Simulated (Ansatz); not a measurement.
CsPbBr3 (cubic perovskite)

```yaml
crystal:
  lattice:
    - [6.00277, 0.00000, 0.00000]
    - [0.00000, 6.00277, 0.00000]
    - [0.00000, 0.00000, 6.00277]
  atoms:
    - { symbol: Cs, position: [0.00000, 0.00000, 0.00000] }
    - { symbol: Pb, position: [0.50000, 0.50000, 0.50000] }
    - { symbol: Br, position: [0.00000, 0.50000, 0.50000] }
    - { symbol: Br, position: [0.50000, 0.50000, 0.00000] }
    - { symbol: Br, position: [0.50000, 0.00000, 0.50000] }
```

In each cell atom 4 (Br, nearest neighbour Pb at 3.001 Å; its periodic images, 6.0 Å or more away, move with it) moves by s·(1.000, 0.000, 0.000) (along Cartesian x), the rest being held.

These are PBE (plane waves to 420 eV, PAW, scalar-relativistic; Ansatz, a quantum-chemistry and plane-wave program) values and carry that method's errors. k mesh 5×5×5 (Γ-centred), Fermi-Dirac smearing 0.05 eV. E stands for the smeared free energy. CsPbBr3 was relaxed with its symmetry unable to fall. Spin-orbit coupling is left out, though Pb is heavy. The PAW data are Ansatz's earlier set. This is a high-temperature form of CsPbBr3. The zero of ΔE is the undisplaced structure.

Estimate the ΔE (meV/cell) for s (Å) = -0.060, 0.060, 0.180, 0.240, 0.300.


| s (Å) | ΔE (meV/cell) |
|---|---|
| -0.060 | 0.4 |
| 0.060 | 0.4 |
| 0.180 | 3.3 |
| 0.240 | 6.0 |
| 0.300 | 9.7 |

(For displaced atoms, the force is minus the slope of the energy, and its curvature is a force constant, which sets phonon frequencies.)
